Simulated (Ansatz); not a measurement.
The cell of Y2ScAs3 is invented: random cell by space group and Wyckoff sites (I4/mmm, No. 139). Lengths were set from tabulated atomic sizes, so they are only a guess.

```xyz
6
Lattice="-2.8621 2.8621 4.1475 2.8621 -2.8621 4.1475 2.8621 2.8621 -4.1475" Properties=species:S:1:pos:R:3 pbc="T T T"
Y     0.0000    0.0000    2.1549
Y     0.0000    0.0000    6.1401
Sc    0.0000    0.0000    0.0000
As    0.0000    2.8621    2.0738
As    2.8621    0.0000    2.0738
As    0.0000    0.0000    4.1475
```

The calculation used DFT PBE, scalar-relativistic, plane waves, PAW in Ansatz 0.2.0. Cutoff 420 eV, Gaussian smearing, Γ-centred meshes. Cell and atoms relax first on a coarse mesh and then on a finer one. In between, the cell is made exact in the group found at 0.06 Å. In metals the finer mesh still leaves noise of several meV/atom or more. The steps can't lower the symmetry of their start. Collinear spin is switched on along the way, since trial moments persisted in a coarse test.

A guess keeps its type if space group and coordination stay and the shape of the cell changes little (axis ratios within about 15 %, angles within 6°); the volume may change.

Q: Does this structure survive the relaxation?

A: It doesn't keep its type. The symmetry stays I4/mmm (No. 139). The volume per atom grows by 41.9 %, from 22.6 to 32.1 Å³. The shortest distance goes from 1.99 Å (Y–As) to 2.72 Å (Y–As). The ratio c/a of the conventional cell changes by a factor of 2.10. Counting neighbours within 15 % of an atom's shortest distance, the start has As 2/4, Sc 2, Y 2 and the end As 2/4, Sc 4, Y 5. In detail, at the end around Y lie 5 As at 2.72–2.77 Å; Sc has 4 As at 3.55 Å; As on a site of symmetry -4m2 is surrounded by 4 Y at 2.72 Å; 1 more site not described.

```
CELL_PARAMETERS angstrom
-2.51116 2.51116 7.64404
2.51116 -2.51116 7.64404
2.51116 2.51116 -7.64404
ATOMIC_POSITIONS crystal
Y 0.31852 0.31852 0.00000
Y 0.68148 0.68148 0.00000
Sc 0.00000 0.00000 0.00000
As 0.75000 0.25000 0.50000
As 0.25000 0.75000 0.50000
As 0.50000 0.50000 0.00000
```

Energies over the elements count from the elements' standard structures at the same level, with no fitted energy shifts.

Q: At what energy does it end?

A: −0.43 eV/atom.

The last run used collinear spin, a 10×10×10 mesh for its 6-atom cell and Gaussian smearing of 0.10 eV. The reference form of As is held partly by dispersion forces, which this level lacks. Another magnetic order may lie lower. A structure relaxed within its symmetry needn't be a true minimum. Another cell of Y2ScAs3 relaxed alike, in P-6m2, lies 223 meV/atom lower, so this cell isn't the stable form at this level.

In counts of neighbours, a slash parts the counts of unlike sites.
